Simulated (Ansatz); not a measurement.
**Zone-centre phonons of Sn2O: input and output**

Computed with DFT PBEsol, scalar-relativistic, plane waves, PAW (Ansatz 0.2.0).

Launched with:
```bash
ansatz run input.yaml --threads 2 --pin off --max-ram 6144MiB --backend cpu --events-out ev --progress --plain --runs-dir out
```

Input (bare energies are in eV):
```yaml
crystal:
  lattice:
    - [5.1134199155, 0.0, 0.0]
    - [0.0, 5.1134199155, 0.0]
    - [0.0, 0.0, 5.1134199155]
  atoms:
    - { symbol: Sn, position: [0.25, 0.25, 0.25] }
    - { symbol: Sn, position: [0.75, 0.75, 0.25] }
    - { symbol: Sn, position: [0.25, 0.75, 0.75] }
    - { symbol: Sn, position: [0.75, 0.25, 0.75] }
    - { symbol: O, position: [0.0, 0.0, 0.0] }
    - { symbol: O, position: [0.5, 0.5, 0.5] }
basis:
  ecutwfc: 420
kpoints:
  mp_grid: { grid: [8, 8, 8] }
hamiltonian:
  xc: pbesol
scf:
  occupations: { method: fermi_dirac, width: 0.15 }
output:
  eigenvalues: true
phonons:
  method: dfpt
  eigenvectors: true
```

The end of the output:
```
--- Phonons (Γ-DFPT): 2 representative perturbations + reference, on 150 of 512 k-points (Σ response iterations 8) ---
  k mesh reduced under 2 symmetry operations, with k and −k counted as one. Each operation leaves every solved perturbation unchanged. A smaller set is not used because it would not reduce the number of displacements ...
  ASR residual: 9.249e-5 → 0.000e0 eV/Å²; symmetrization residual: 2.598e-6 eV/Å²
  ASR residual per site (eV/Å²): 3.01e-5 3.01e-5 3.01e-5 3.01e-5 9.25e-5 9.25e-5
  Γ frequencies (cm⁻¹): -35.71 -35.71 -35.71 -14.65 -14.65 -14.65 0.00 0.00 0.00 61.09 61.09 191.33 191.33 191.33 225.86 300.71 300.71 300.71
  non-analytic LO–TO correction: not included (Born effective charges unavailable; polar crystals: no LO–TO splitting at Γ)
```

The run took 2.4 min on 2 threads of Arm Neoverse V2, with other jobs on the host, peak memory 2.7 GiB.

Its imaginary modes show that this cell, built by swapping an element in a database structure, isn't a minimum of the energy. In a metal, frequencies and elastic constants depend on the k mesh and the smearing, soft modes and shear constants most. Spin–orbit coupling is left out, which matters for heavy elements. A semilocal functional can close a gap that the real compound has.

Negative frequencies stand for imaginary ones: the cell is unstable against these modes.